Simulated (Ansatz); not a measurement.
**GaN (P6_3mc): phonons**

Computed with LDA, PAW on Ansatz 0.2.0's default frozen-core files (fitted under PBE), scalar-relativistic; not a measurement.

The cell comes from a PAW relaxation under the same functional.

Command line:

```sh
ansatz run input.yaml --threads 1 --pin off --max-ram 3072MiB --backend cpu --events-out ev --progress --plain --runs-dir out
```

Input file:

```yaml
crystal:
  lattice:
    - [3.15181398848, 0.0, 0.0]
    - [-1.57590699424, 2.72955098203, 0.0]
    - [0.0, 0.0, 5.13839829109]
  atoms:
    - { symbol: Ga, position: [0.333333333333, 0.666666666667, -0.00070387839] }
    - { symbol: Ga, position: [0.666666666667, 0.333333333333, 0.49929612161] }
    - { symbol: "N", position: [0.333333333333, 0.666666666667, 0.37570387839] }
    - { symbol: "N", position: [0.666666666667, 0.333333333333, 0.87570387839] }
kpoints:
  mp_grid: { grid: [6, 6, 4] }
scf:
  occupations: { method: fixed }
hamiltonian:
  xc: lda
  pseudopotentials: { kind: paw }
phonons:
  method: dfpt
  dielectric: true
  rigid_motions: translations
```

The program printed:

```
Warning: RAYON_NUM_THREADS=1 ignored (pool sized by the plan → 1); use --threads N
Engine: ansatz 0.2.0, aarch64-unknown-linux-gnu
Pseudopotentials: kind: paw
Pseudopotential: Ga, paw, valence charge 13, recommended cutoff 420 eV (normal), Ga.paw.azcp
Pseudopotential: N, paw, valence charge 5, recommended cutoff 420 eV (normal), N.paw.azcp
Functional definition: SPW92
  exchange = slater_x
  correlation = pw_c
Crystal: 4 atoms, lattice volume = 44.206 Å³
Basis set: ecut = 420 eV, 845 PW (Γ), exchange–correlation on 48×48×72 points (8 copies of the dense FFT grid, shifted against one another)
Bands: 22, of which v1, the nominal top of the filled ones, is band 18 counted from 1 (17 counted from 0)
Symmetry: 12 space group operations
k-points: 47 of 144 (irreducible under 2 space group operations, time reversal used)
Non-local potential: Ga, projectors of the file, l = 0: 2, l = 1: 2, l = 2: 3, l = 3: 1
Non-local potential: N, projectors of the file, l = 0: 2, l = 1: 2, l = 2: 1
PAW form: soft (Blöchl's): semilocal exchange-correlation on the pseudo side does not see the compensation charge
PAW frozen core: Ga, regenerated for the run's functional, and the local potential with it (the file was generated under x = pbe(κ = 0.804, μ = 0.2195149727645171), c = pbe(β = 0.06672455060314922))
PAW frozen core: N, regenerated for the run's functional, and the local potential with it (the file was generated under x = pbe(κ = 0.804, μ = 0.2195149727645171), c = pbe(β = 0.06672455060314922))
PAW one-centre angular grid: Ga, 590 points (default); XC on 64 Gauss nodes
PAW one-centre angular grid: N, 110 points (default); XC on 64 Gauss nodes
Initial density: superposition of atomic densities (neutral atoms: chi_scale 0, normalization atom), corrected by the library's trained network
Initial wavefunctions: pseudopotential atomic-orbital guess
Functional: x = slater, c = lda
[... 53 lines left out ...]
  Γ frequencies (cm⁻¹): 0.00 0.00 0.00 139.82 139.82 335.94 538.52 560.76 560.76 569.71 569.71 698.06
  ε∞ (high-frequency dielectric tensor):
        5.628144     0.000000     0.000000
        0.000000     5.628144     0.000000
        0.000000     0.000000     5.800977
  ε⁰ (static dielectric tensor: ions relaxed, cell fixed):
        9.691366    -0.000000     0.000000
        0.000000     9.691366     0.000000
        0.000000     0.000000    10.683151
  ε⁰ − ε∞ (ionic part):
        4.063222    -0.000000     0.000000
       -0.000000     4.063222     0.000000
        0.000000     0.000000     4.882174
  softest optical mode at Γ: 139.82 cm⁻¹; the repairs (sum rule, projections) moved no ω² at Γ by more than (1.69 cm⁻¹)²
  Born effective charges Z* (e; rows j = field, columns β = displacement):
    site 0:
         2.58727    0.00000    0.00000
         0.00000    2.58727    0.00000
         0.00000    0.00000    2.72360
    site 1:
         2.58727    0.00000    0.00000
         0.00000    2.58727    0.00000
         0.00000    0.00000    2.72360
    site 2:
        -2.58727   -0.00000   -0.00000
        -0.00000   -2.58727   -0.00000
        -0.00000   -0.00000   -2.72360
    site 3:
        -2.58727   -0.00000   -0.00000
         0.00000   -2.58727   -0.00000
        -0.00000   -0.00000   -2.72360
  Z* charge neutrality: 3.824e-3 e pre-enforcement
  solved inside a basis spanned on kpoints, on 10×10×6 k-points, its susceptibility summed on 18×18×10: ε∞ is read to err by 1.7e-2, Z* by 2.0e-2 e (field_mesh: kpoints solves on kpoints); Z* is corrected for what the basis lacks
  optical modes at Γ without the LO–TO term, one row a degenerate level:
      ω (cm⁻¹)  modes    IR ((D/Å)²/amu)
        139.82      2             0.0000
        335.94      1             0.0000
        538.52      1            29.3452
        560.76      2            52.9623
        569.71      2             0.0000
        698.06      1             0.0000
  optical modes at Γ + LO–TO along q̂ = [1.0000, 0.0000, 0.0000]:
      ω (cm⁻¹)  modes    IR ((D/Å)²/amu)
        139.82      2             0.0000
        335.94      1             0.0000
        538.52      1            29.3452
        560.76      1            26.4812
        569.71      2             0.0000
        698.06      1             0.0000
        735.84      1            26.4812
  optical modes at Γ + LO–TO along q̂ = [0.0000, 1.0000, 0.0000]:
      ω (cm⁻¹)  modes    IR ((D/Å)²/amu)
        139.82      2             0.0000
        335.94      1             0.0000
        538.52      1            29.3452
        560.76      1            26.4812
        569.71      2             0.0000
        698.06      1             0.0000
        735.84      1            26.4812
  optical modes at Γ + LO–TO along q̂ = [0.0000, 0.0000, 1.0000]:
      ω (cm⁻¹)  modes    IR ((D/Å)²/amu)
        139.82      2             0.0000
        335.94      1             0.0000
        560.76      2            52.9623
        569.71      2             0.0000
        698.06      1             0.0000
        730.80      1            29.3452
```

Self-consistency was reached.

**Field response**

Linear response of an insulating crystal by Kohn-Sham DFT to a field and to zone-centre displacements, local fields included; Born charges neutralised; LO modes for wave vectors along x and z; Cartesian axes as in the input.

- Dielectric electronic (x, y, z): 5.628, 5.628, 5.801
- Dielectric static (x, y, z): 9.691, 9.691, 10.68
- Highest phonon with field along x: 735.8 cm⁻¹
- Highest phonon with field along z: 730.8 cm⁻¹
- Highest phonon without field: 698.1 cm⁻¹

| atom | born charge xx (e) | born charge yy (e) | born charge zz (e) |
| --- | --- | --- | --- |
| Ga1 | 2.587 | 2.587 | 2.724 |
| Ga2 | 2.587 | 2.587 | 2.724 |
| N3 | -2.587 | -2.587 | -2.724 |
| N4 | -2.587 | -2.587 | -2.724 |

### Zone-centre phonons

Harmonic phonons of a crystal by Kohn-Sham DFT at the given cell, standard atomic masses, acoustic sum rule imposed; negative wavenumbers are unstable modes; optical zone-centre levels upwards with Mulliken labels, activity, and the element with most of the kinetic energy.

```json
{"Point group": "6mm"}
```

| number | phonon wavenumber (cm⁻¹) | label | infrared | raman | lead element |
| --- | --- | --- | --- | --- | --- |
| 1 | 139.8 | E2 | no | yes | Ga |
| 2 | 335.9 | B1 | no | no | Ga |
| 3 | 538.5 | A1 | yes | yes | N |
| 4 | 560.8 | E1 | yes | yes | N |
| 5 | 569.7 | E2 | no | yes | N |
| 6 | 698.1 | B1 | no | no | N |

Limits of these numbers: frozen-core PAW files fitted under PBE, their cores solved anew for the functional of the run; zone-boundary modes aren't tested; field response not resolved by the mesh; no LO-TO term at the zone centre.

Cost: 2.7 min on 1 thread of Arm Neoverse V2, with other jobs on the host, peak memory 0.72 GiB.
